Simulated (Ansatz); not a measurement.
HfZr2S6: relaxed-ion elastic tensor

Theory: DFT PBE, scalar-relativistic, plane waves, PAW in Ansatz 0.2.0. Cutoff 420 eV, 6×6×6 k-points (Γ-centred), fixed occupations. No spin polarisation.

The cell, relaxed at this level:
```
Zr Hf S
1.0
     3.18188    1.83706    6.77584
    -3.18188    1.83706    6.77584
     0.00000   -3.67412    6.77584
Zr Hf S
2 1 6
Direct
  0.16666 0.16666 0.16666
  0.83334 0.83334 0.83334
  0.50000 0.50000 0.50000
  0.09775 0.42879 0.75980
  0.42879 0.75980 0.09775
  0.75980 0.09775 0.42879
  0.24020 0.90225 0.57121
  0.57121 0.24020 0.90225
  0.90225 0.57121 0.24020
```

It was reached by relaxing an invented guess, and it needn't be the stable form of this composition. Spin–orbit coupling is left out, which matters for heavy elements. No dispersion correction is applied, so modes and constants that involve weak contacts between layers, chains or molecules come out too soft.

(1) Give the relaxed-ion elastic constants (GPa, Voigt order xx yy zz yz xz xy, on the Cartesian axes of the cell above).

(2) Is the crystal stable against homogeneous strain?

(3) And the moduli of a polycrystal (Hill averages)?

Answers

(1)
C11 = 112.5, C12 = 21.4, C13 = 0.3, C15 = -0.1, C22 = 112.5, C23 = 0.3, C25 = 0.1, C33 = 2.2, C44 = 0.5, C46 = 0.1, C55 = 0.5, C66 = 45.5 GPa; the others vanish.

(2) Yes: the least eigenvalue of the tensor is 0.4 GPa.

(3) B = 16 GPa, G = 12 GPa, E = 29 GPa, ν = 0.20.
